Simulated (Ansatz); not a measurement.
**AuCu3-type YRe3**

Computed with Ansatz (plane waves, PAW, 420 eV cutoff): PBEsol, scalar-relativistic, no spin polarisation, 8×8×8 k-mesh, Gaussian smearing of 0.05 eV; PAW files: Ansatz's generated set soft_2.

```xyz
4
Lattice="4.0673 0.0000 0.0000 0.0000 4.0673 0.0000 0.0000 0.0000 4.0673" Properties=species:S:1:pos:R:3 pbc="T T T"
Y     0.0000    0.0000    0.0000
Re    0.0000    2.0336    2.0336
Re    2.0336    2.0336    0.0000
Re    2.0336    0.0000    2.0336
```

This is a trial structure made by placing the elements on a prototype's sites, so it needn't be the stable form.

The cell is relaxed to zero pressure at this level.

Path: Γ–X–M–Γ–R–X | R–M, with Γ = (0.000, 0.000, 0.000), X = (0.000, 0.500, 0.000), M = (0.500, 0.500, 0.000), R = (0.500, 0.500, 0.500) in reciprocal vectors of the calculation's cell.

Bands as a text map, energy in eV from the Fermi level (dashes), each leg drawn with the same width:
```
  4.86 |  **  * ************* *        ****      * **
  4.57 | *  *  *   *******  *   *          *    * ***
  4.29 |        ****             **   **  *    *     
  4.00 |******** *          ***       * *  *  *      
  3.71 |*       *          * * **  * *   *           
  3.43 |*     **             *   *****    ****       
  3.14 | *      *         * * *       **  *   *      
  2.86 | **      *                      **     *     
  2.57 |  **             * **                   *    
  2.29 |    ****  *        *  *            *         
  2.00 | ***    *  *    * *    *    *     * **   *   
  1.71 |**  *    *       * ****    * *       **      
  1.43 |  **        *  *** *   *     *        *   *  
  1.14 |   * *    *  **   *     * **  * **     *   **
  0.86 |    *   ****** *  **    **     *  *    *  *  
  0.57 |    * ******   ****    * *    *  ***    **   
  0.29 |     * **   **  **        *   * ****   **    
  0.00 |-----**------***-**------********---***--****
 -0.29 |   **  **        ***   *** *   *  **   * *** 
 -0.57 |***  ******  ****** ***   ** *******   **** *
 -0.86 |  *      ****      *  * * * **** *  *** **   
 -1.14 |   *  *    *    * *    * * *  ***      ****  
 -1.43 |    *       ** * *      ** * ** **   **** ** 
 -1.71 |     * ***********        *****  ********  **
 -2.00 |      **********          *   ** ***     ****
 -2.29 |       * *** ****        *     *  **      ***
 -2.57 |      *   * ******       *      **         **
 -2.86 |          **** **               **        *  
        Γ      X      M      Γ      R      XR       M
```

By these bands, is it a metal or an insulator, and if it has a gap, where are the band edges on this path?

A metal: bands cross the Fermi level.

It took of the order of 27 core-seconds on a shared host.

Spin–orbit coupling, which matters for such heavy elements, is left out.
